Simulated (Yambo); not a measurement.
```xyz
6
Lattice="4.2912 0.0000 0.0000 0.0000 4.2912 0.0000 0.0000 0.0000 8.1904" Properties=species:S:1:pos:R:3 pbc="T T T"
H      2.1456     2.1456     0.0000
H      0.0000     0.0000     0.0000
Sr     0.0000     2.1456     1.2779
Sr     2.1456     0.0000     6.9125
I      0.0000     2.1456     5.4447
I      2.1456     0.0000     2.7457
```

Cell and atoms were relaxed with PBE+D3(BJ) from Materials Project entry mp-24205, within its symmetry.

Where are the main features of Im ε from RPA with local fields on PBEsol bands shifted by a G0W0 scissor of 1.72 eV (Yambo; 4×4×2 mesh, 116 bands, 3 Ry local-field block, 0.2 eV broadening; field along x)?

Peaks at 6.6 eV (6.7), 7.2 eV (7.9), 8.2 eV (6.0), 12.1 eV (2.5), 14.6 eV (1.2), heights in brackets. Structure narrower than a few tenths of an eV can come from the finite k mesh. Convergence of the RPA response with its 4×4×2 mesh was not tested. The scissor comes from a G0W0 run whose convergence isn't established. No excitonic effects at this level. Spin-orbit coupling is left out, which matters for elements this heavy: edges can move by tenths of an eV.
